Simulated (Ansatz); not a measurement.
AlInSb2 in space group P-4m2 (No. 115; Al on 1a, In on 1c, Sb on 2g), DFT-r²SCAN in the program Ansatz with PAW potentials, all energies at zero smearing, with the estimated change up to a 700 eV cutoff added, with one set of potentials and settings (totals compare only within such a set). Cell of 4 atoms (1 Al, 1 In, 2 Sb): -19151.473 eV.

```tsv
element	reference phase	E (eV/atom)
Al	Fm-3m, 1 atoms in the cell	-540.4083
In	I4/mmm, 1 atoms in the cell	-5611.8204
Sb	R-3m, 2 atoms in the cell	-6499.1272
```

Formation energy per atom, worked out: (-19151.473 − 1×(-540.4083) − 1×(-5611.8204) − 2×(-6499.1272))/4 = -0.247 eV/atom (-24 kJ per mol of atoms), at 0 K, without zero-point energy or fitted corrections.

The first step of the workflow began from a Materials Project structure, measured or hypothetical; the Crystallography Open Database copy checked does not list it. With Al and In taken as one species the cell has the higher symmetry F-43m, so it may be an ordered model of a mixed-site phase. Whether it is the stable phase at ambient conditions was not checked. The cell was relaxed with r²SCAN under the symmetry of its start; whether a distortion lowers the energy is not shown. The references are the lowest solids computed at this level, not always the standard phases. Scalar-relativistic: spin–orbit coupling is off unless named, which matters more the heavier the elements.

Potentials: the later of the program's two PAW sets.
